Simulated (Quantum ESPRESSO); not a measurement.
Al2GaInP4, input and log of a self-consistent run

A calculation, not a measurement. The program is pw.x of Quantum ESPRESSO 7.5 (plane-wave density functional theory). The cell is made up: 8 atoms on a zincblende/diamond lattice, with randomly drawn elements, strain and displacements, not relaxed. PseudoDojo standard norm-conserving files (v0.5 for PBE, v0.4.1 for LDA and PBEsol) set the functional; there is no spin polarisation, spin-orbit coupling or dispersion term, and the masses in the input are unused placeholders.

Input:

```
&control calculation='scf', pseudo_dir='./dojo.nc.sr.pbe.v0_5.standard.upf', outdir='./o', disk_io='medium', tprnfor=.true., tstress=.true. /
&system ibrav=0, nat=8, ntyp=4, nbnd=32, ecutwfc=79.96652505, nosym=.true., tot_charge=0,
 occupations='smearing', smearing='fd', degauss=0.0018374661
/
&electrons conv_thr=7.350e-09, electron_maxstep=60, /
ATOMIC_SPECIES
Al 1.0 Al.upf
Ga 1.0 Ga.upf
In 1.0 In.upf
P 1.0 P.upf
CELL_PARAMETERS angstrom
5.6156 0.0024 -0.0207
0.0024 5.6589 0.0215
-0.0207 0.0215 5.5581
ATOMIC_POSITIONS angstrom
Al -0.0417 0.0215 0.0398
Al -0.0715 2.8299 2.8114
Ga 2.8095 0.0251 2.7174
In 2.7629 2.8071 0.0569
P 1.3238 1.4071 1.3604
P 1.4189 4.1731 4.1066
P 4.3489 1.476 4.2027
P 4.2604 4.2414 1.4159
K_POINTS automatic
4 4 4 1 1 1
```

The log is shortened where brackets say so; the opening notice, blank lines, dates and the lines on written files are dropped, and the path of the files is cut. It prints rydbergs, bohrs and kilobars, and counts compression as positive stress.

```
     Program PWSCF v.7.5
     Parallel version (MPI & OpenMP), running on       1 processor cores
     Number of MPI processes:                 1
     Threads/MPI process:                     1
     [start-up lines left out]
     bravais-lattice index     =            0
     lattice parameter (alat)  =      10.6120  a.u.
     unit-cell volume          =    1191.8970 (a.u.)^3
     number of atoms/cell      =            8
     number of atomic types    =            4
     number of electrons       =        52.00
     number of Kohn-Sham states=           32
     kinetic-energy cutoff     =      79.9665  Ry
     charge density cutoff     =     319.8661  Ry
     scf convergence threshold =      7.3E-09
     mixing beta               =       0.7000
     number of iterations used =            8  plain     mixing
     Exchange-correlation= PBE
                           (   1   4   3   4   0   0   0)
     [axes and pseudopotential details left out]
   Cartesian axes
     site n.     atom                  positions (alat units)
         1        Al     tau(   1) = (  -0.0074257   0.0038286   0.0070874  )
         2        Al     tau(   2) = (  -0.0127323   0.5039320   0.5006376  )
         3        Ga     tau(   3) = (   0.5002993   0.0044697   0.4838987  )
         4        In     tau(   4) = (   0.4920010   0.4998719   0.0101324  )
         5        P      tau(   5) = (   0.2357345   0.2505681   0.2422521  )
         6        P      tau(   6) = (   0.2526694   0.7431212   0.7312792  )
         7        P      tau(   7) = (   0.7744266   0.2628374   0.7483922  )
         8        P      tau(   8) = (   0.7586670   0.7552836   0.2521352  )
     number of k points=    32  Fermi-Dirac smearing, width (Ry)=  0.0018
                       cart. coord. in units 2pi/alat
        k(    1) = (   0.1254136   0.1235114   0.1262833), wk =   0.0625000
        k(    2) = (   0.1263451   0.1225513   0.3788786), wk =   0.0625000
     [further k points left out]
     Dense  grid:   115151 G-vectors     FFT dimensions: (  64,  64,  60)
     Estimated max dynamical RAM per process >     148.06 MB
     Initial potential from superposition of free atoms
     starting charge      51.9880, renormalised to      52.0000
     Starting wfcs are   42 randomized atomic wfcs
     total cpu time spent up to now is       12.3 secs
     per-process dynamical memory:    97.5 Mb
     Self-consistent Calculation
     iteration #  1     ecut=    79.97 Ry     beta= 0.70
     Davidson diagonalization with overlap
     ethr =  1.00E-02,  avg # of iterations =  4.2
     Threshold (ethr) on eigenvalues was too large:
     Diagonalizing with lowered threshold
     Davidson diagonalization with overlap
     ethr =  7.17E-04,  avg # of iterations =  1.9
     total cpu time spent up to now is       60.4 secs
     total energy              =    -350.63847449 Ry
     estimated scf accuracy    <       0.38500137 Ry
     iteration #  2     ecut=    79.97 Ry     beta= 0.70
     Davidson diagonalization with overlap
     ethr =  7.40E-04,  avg # of iterations =  2.2
     total cpu time spent up to now is       83.5 secs
     total energy              =    -350.72688374 Ry
     estimated scf accuracy    <       0.10408944 Ry
     iteration #  3     ecut=    79.97 Ry     beta= 0.70
     Davidson diagonalization with overlap
     ethr =  2.00E-04,  avg # of iterations =  3.0
     total cpu time spent up to now is      107.0 secs
     total energy              =    -350.74759990 Ry
     estimated scf accuracy    <       0.00906070 Ry
     iteration #  4     ecut=    79.97 Ry     beta= 0.70
     Davidson diagonalization with overlap
     c_bands:  1 eigenvalues not converged
     ethr =  1.74E-05,  avg # of iterations =  8.9
     total cpu time spent up to now is      140.5 secs
     total energy              =    -350.75006630 Ry
     estimated scf accuracy    <       0.00163383 Ry
     iteration #  5     ecut=    79.97 Ry     beta= 0.70
     Davidson diagonalization with overlap
     ethr =  3.14E-06,  avg # of iterations =  5.2
     total cpu time spent up to now is      164.7 secs
     total energy              =    -350.75030839 Ry
     estimated scf accuracy    <       0.00010251 Ry
     iteration #  6     ecut=    79.97 Ry     beta= 0.70
     Davidson diagonalization with overlap
     ethr =  1.97E-07,  avg # of iterations =  3.4
     total cpu time spent up to now is      188.5 secs
     total energy              =    -350.75033071 Ry
     estimated scf accuracy    <       0.00001336 Ry
     iteration #  7     ecut=    79.97 Ry     beta= 0.70
     Davidson diagonalization with overlap
     ethr =  2.57E-08,  avg # of iterations =  3.7
     total cpu time spent up to now is      215.2 secs
     total energy              =    -350.75033532 Ry
     estimated scf accuracy    <       0.00000101 Ry
     iteration #  8     ecut=    79.97 Ry     beta= 0.70
     Davidson diagonalization with overlap
     ethr =  1.93E-09,  avg # of iterations =  3.1
     total cpu time spent up to now is      252.2 secs
     total energy              =    -350.75033562 Ry
     estimated scf accuracy    <       0.00000006 Ry
     iteration #  9     ecut=    79.97 Ry     beta= 0.70
     Davidson diagonalization with overlap
     ethr =  1.25E-10,  avg # of iterations =  4.0
     total cpu time spent up to now is      287.6 secs
     total energy              =    -350.75033565 Ry
     estimated scf accuracy    <       0.00000002 Ry
     iteration # 10     ecut=    79.97 Ry     beta= 0.70
     Davidson diagonalization with overlap
     ethr =  3.39E-11,  avg # of iterations =  2.1
     total cpu time spent up to now is      316.4 secs
     End of self-consistent calculation
     [lines on levels left out]
!    total energy              =    -350.75033565 Ry
     estimated scf accuracy    <          1.8E-09 Ry
     smearing contrib. (-TS)   =      -0.00000000 Ry
     internal energy E=F+TS    =    -350.75033565 Ry
     The total energy is F=E-TS. E is the sum of the following terms:
     one-electron contribution =    -157.27166440 Ry
     hartree contribution      =     110.41708410 Ry
     xc contribution           =    -102.75623987 Ry
     ewald contribution        =    -201.13951548 Ry
     convergence has been achieved in  10 iterations
     Forces acting on atoms (cartesian axes, Ry/au):
     atom    1 type  1   force =     0.03030185   -0.03718493   -0.02174527
     atom    2 type  1   force =     0.03831125    0.00606037   -0.01176289
     atom    3 type  2   force =     0.00312840   -0.00069707    0.01989105
     atom    4 type  3   force =     0.03253704    0.00253795   -0.01777174
     atom    5 type  4   force =    -0.02359799   -0.03280180    0.05677162
     atom    6 type  4   force =    -0.04111940    0.06763482   -0.01608358
     atom    7 type  4   force =    -0.04243087   -0.03909122   -0.02398740
     atom    8 type  4   force =     0.00286972    0.03354188    0.01468821
     Total force =     0.151117     Total SCF correction =     0.000097
     Computing stress (Cartesian axis) and pressure
          total   stress  (Ry/bohr**3)                   (kbar)     P=       14.89
   0.00009293   0.00005692   0.00005681           13.67        8.37        8.36
   0.00005692   0.00006216  -0.00018024            8.37        9.14      -26.51
   0.00005681  -0.00018024   0.00014852            8.36      -26.51       21.85
     init_run     :     11.62s CPU     12.14s WALL (       1 calls)
     electrons    :    294.72s CPU    304.13s WALL (       1 calls)
     forces       :      4.68s CPU      4.75s WALL (       1 calls)
     stress       :     16.76s CPU     16.87s WALL (       1 calls)
     [timing details left out]
     PWSCF        :   5m27.99s CPU   5m38.25s WALL
     JOB DONE.
```

In other units: free energy -4772.201 eV for the cell, pressure 1.49 GPa, largest force component 1.739 eV/Å. A rerun of a related cell, with the same atoms placed differently, at 1377 eV and a 6 x 6 x 6 mesh moved values by no more than 0.006 eV in energy, 0.02 GPa in stress and 0.002 eV/Å in force.